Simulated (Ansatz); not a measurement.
# C (Fmmm), zone-centre modes

Method: DFT r2SCAN, scalar-relativistic, plane waves, PAW (Ansatz). Cutoff 500 eV, Γ-centred 12×12×4 k-points, Gaussian smearing of 0.05 eV. No spin polarisation.

Zero of the scan (relaxed at this level; this form isn't the usual structure):

```yaml
crystal:
  lattice:
    - [1.22792, 2.12676, 0.00000]
    - [1.22792, -2.12676, 0.00000]
    - [0.00000, 0.00000, -7.12353]
  atoms:
    - { symbol: C, position: [0.16670, 0.83330, 0.00000] }
    - { symbol: C, position: [0.66670, 0.33330, 0.50000] }
    - { symbol: C, position: [0.83330, 0.16670, 0.00000] }
    - { symbol: C, position: [0.33330, 0.66670, 0.50000] }
```

The cell holds layers and no dispersion correction was added, so their binding is poorly described.

Harmonic modes by finite displacements of 0.02 Å, without the LO–TO term. The cell doubles the primitive one, so its zone centre also holds the primitive cell's point q = (1/2, 1/2, 0).

Question: At this geometry, is the structure stable against these modes?

Answer: No: 1 mode is unstable, the strongest at 21i cm⁻¹.

Question: List the wavenumbers in cm⁻¹.

Answer: 21i, 0, 0, 0, 32, 70, 885, 889, 1424, 1444, 1503, 1509.

Cost: 1 run of about 4 core-minutes, on Arm Neoverse V2 (shared hosts).